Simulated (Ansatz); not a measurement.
**CsPbBr$_{3}$: the gap against volume**

CsPbBr$_{3}$, Pm-3m, a = 6.003 Å. The structure is a COD entry; whether it is the stable form wasn't checked. Ansatz: PBE, PAW, 420 eV, Γ-centred 6×6×6 mesh on 5 atoms, Gaussian smearing 0.02 eV; no spin polarisation. Symmetry fixes shape and atoms, so the cell is only scaled; x = ln(V/V0) with V0 = 43.259 Å³/atom. The gap is read at the mesh points alone.

| x | gap y (eV) |
| --- | --- |
| -0.1278 | 1.253 |
| -0.0943 | 1.410 |
| -0.0619 | 1.549 |
| -0.0305 | 1.673 |
| 0.0000 | 1.781 |
| 0.0296 | 1.876 |
| 0.0583 | 1.958 |
| 0.0953 | ? |

Problem. Fit a straight line to the other rows, give the volume deformation potential of the gap and its pressure coefficient, and predict the missing gap. B0 = 18.5 GPa.

Solution. Means x = -0.03237, y = 1.6429; Σ(Δx)² = 0.02693, ΣΔxΔy = 0.1019; the slope is their ratio. y = 1.7654 + 3.7860 x. The slope is the deformation potential a = dE_g/d ln V = 3.79 eV, and dE_g/dP = −a/B0 = -205 meV/GPa. These are means over the range: the known rows next to V0 give a = 3.4 eV and -182 meV/GPa, nearer the values at zero pressure. With a term in x² added, the coefficient of x becomes 3.379, 11 % less, which shows how far this figure hangs on the form. At x = 0.0953 the fit asked for gives 2.126 eV. The run gave 2.050 eV, so the fit is 0.076 eV too high, 9.5 % of the span of the series, against an rms of 0.020 eV on the fitted rows. The row lies outside the fitted range. With a term in x² added, a fit to the same known rows predicts 2.050 eV, so most of the miss is curvature that the known rows already hold.

Spin-orbit coupling is left out, which matters for the bands of heavy elements.

Symmetry holds off the tilts and polar distortions that many cubic perovskites undergo.